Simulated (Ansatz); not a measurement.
This is a relaxation of cell and atoms with Ansatz 0.2.0 on an ordered 6-atom cell of In3BiP2 on the zincblende lattice (I-4m2); the level of theory is r2SCAN. The starting cell comes from a relaxation with PBE.

```yaml
crystal:
  lattice:
    - [-2.2011780938, 2.2011780938, 9.4514456721]
    - [2.2011780938, -2.2011780938, 9.4514456721]
    - [2.2011780938, 2.2011780938, -9.4514456721]
  atoms:
    - { symbol: P, position: [0.1744287227, 0.1744287227, 0.0] }
    - { symbol: In, position: [0.75, 0.25, 0.5] }
    - { symbol: P, position: [0.8255712773, 0.8255712773, 0.0] }
    - { symbol: In, position: [0.4014946698, 0.9014946698, 0.5] }
    - { symbol: Bi, position: [0.5, 0.5, 0.0] }
    - { symbol: In, position: [0.0985053302, 0.5985053302, 0.5] }
kpoints:
  mp_grid: { grid: [8, 8, 8] }
hamiltonian:
  xc: r2scan
scf:
  occupations: { method: fermi_dirac, width: 0.02 }
relax:
  f_tol: 0.005
  cell: {}
```

The trajectory has 6 recorded frames, each with fractional positions and then forces in eV/Å along x, y and z. Some frames, the last among them, repeat a geometry solved again on a basis re-selected at its cell; pressure is positive in compression.

Step 1: energy 0.0 meV/atom from step 1, largest force component 0.072 eV/Å, pressure -1.64 GPa; a = 9.951 Å, b = 9.951 Å, c = 9.951 Å, α = 154.44°, β = 154.44°, γ = 36.46°
```
P  0.1744 0.1744 0.0000     0.000   0.000   0.009
In 0.7500 0.2500 0.5000     0.000   0.000   0.000
P  0.8256 0.8256 0.0000     0.000   0.000  -0.009
In 0.4015 0.9015 0.5000     0.000   0.000   0.072
Bi 0.5000 0.5000 0.0000     0.000   0.000   0.000
In 0.0985 0.5985 0.5000     0.000   0.000  -0.072
```

Step 2: energy -2.3 meV/atom from step 1, largest force component 0.259 eV/Å, pressure +1.16 GPa; a = 9.754 Å, b = 9.754 Å, c = 9.754 Å, α = 154.34°, β = 154.34°, γ = 36.61°
```
P  0.1736 0.1736 0.0000     0.000   0.000  -0.007
In 0.7500 0.2500 0.5000     0.000   0.000   0.000
P  0.8264 0.8264 0.0000     0.000   0.000   0.007
In 0.4034 0.9034 0.5000     0.000   0.000  -0.259
Bi 0.5000 0.5000 0.0000     0.000   0.000   0.000
In 0.0966 0.5966 0.5000     0.000   0.000   0.259
```

Q: Estimate where the relaxation ends.

A:
Step 3: energy -5.4 meV/atom from step 1, largest force component 0.052 eV/Å, pressure -0.02 GPa; a = 9.815 Å, b = 9.815 Å, c = 9.815 Å, α = 154.32°, β = 154.32°, γ = 36.64°
```
P  0.1745 0.1745 0.0000     0.000   0.000  -0.004
In 0.7500 0.2500 0.5000     0.000   0.000   0.000
P  0.8255 0.8255 0.0000     0.000   0.000   0.004
In 0.4015 0.9015 0.5000     0.000   0.000   0.052
Bi 0.5000 0.5000 0.0000     0.000   0.000   0.000
In 0.0985 0.5985 0.5000     0.000   0.000  -0.052
```

Step 4: energy -5.4 meV/atom from step 1, largest force component 0.007 eV/Å, pressure -0.03 GPa; a = 9.816 Å, b = 9.816 Å, c = 9.816 Å, α = 154.32°, β = 154.32°, γ = 36.64°
```
P  0.1742 0.1742 0.0000     0.000   0.000   0.003
In 0.7500 0.2500 0.5000     0.000   0.000   0.000
P  0.8258 0.8258 0.0000     0.000   0.000  -0.003
In 0.4019 0.9019 0.5000     0.000   0.000  -0.007
Bi 0.5000 0.5000 0.0000     0.000   0.000   0.000
In 0.0981 0.5981 0.5000     0.000   0.000   0.007
```

Step 5: energy -5.5 meV/atom from step 1, largest force component 0.000 eV/Å, pressure 0.00 GPa; a = 9.813 Å, b = 9.813 Å, c = 9.813 Å, α = 154.31°, β = 154.31°, γ = 36.64°
```
P  0.1743 0.1743 0.0000     0.000   0.000   0.000
In 0.7500 0.2500 0.5000     0.000   0.000   0.000
P  0.8257 0.8257 0.0000     0.000   0.000   0.000
In 0.4019 0.9019 0.5000     0.000   0.000   0.000
Bi 0.5000 0.5000 0.0000     0.000   0.000   0.000
In 0.0981 0.5981 0.5000     0.000   0.000   0.000
```

Step 6: energy -5.4 meV/atom from step 1, largest force component 0.000 eV/Å, pressure 0.00 GPa; a = 9.813 Å, b = 9.813 Å, c = 9.813 Å, α = 154.31°, β = 154.31°, γ = 36.64°
```
P  0.1743 0.1743 0.0000     0.000   0.000   0.000
In 0.7500 0.2500 0.5000     0.000   0.000   0.000
P  0.8257 0.8257 0.0000     0.000   0.000   0.000
In 0.4019 0.9019 0.5000     0.000   0.000   0.000
Bi 0.5000 0.5000 0.0000     0.000   0.000   0.000
In 0.0981 0.5981 0.5000     0.000   0.000   0.000
```

In 5 steps the volume changed by -3.2 %; between the first SCF and the last, each on a basis chosen for its cell, the energy fell by 5.4 meV an atom. At the end: space group I-4m2 (No. 119), tetragonal; a = 4.362 Å, c = 18.631 Å in the conventional setting, 29.55 Å³ an atom. Around P lie 4 In at 2.60 Å; around In lie 4 P at 2.60 Å; around In lie 2 P at 2.60 Å and 2 Bi at 2.85 Å; around Bi lie 4 In at 2.85 Å.

Run as `ansatz run input.yaml --threads 2 --pin off --max-ram 20275MiB --backend cpu --events-out ev --progress --plain --runs-dir out`. It took 110 s on 2 threads of AMD EPYC 7R13 Processor (Zen 3), on a shared host, load about 1.8 per core; peak host memory 1.2 GiB.

The structure was generated, not taken from experiment, and needn't be the ground state; spin polarisation is off.
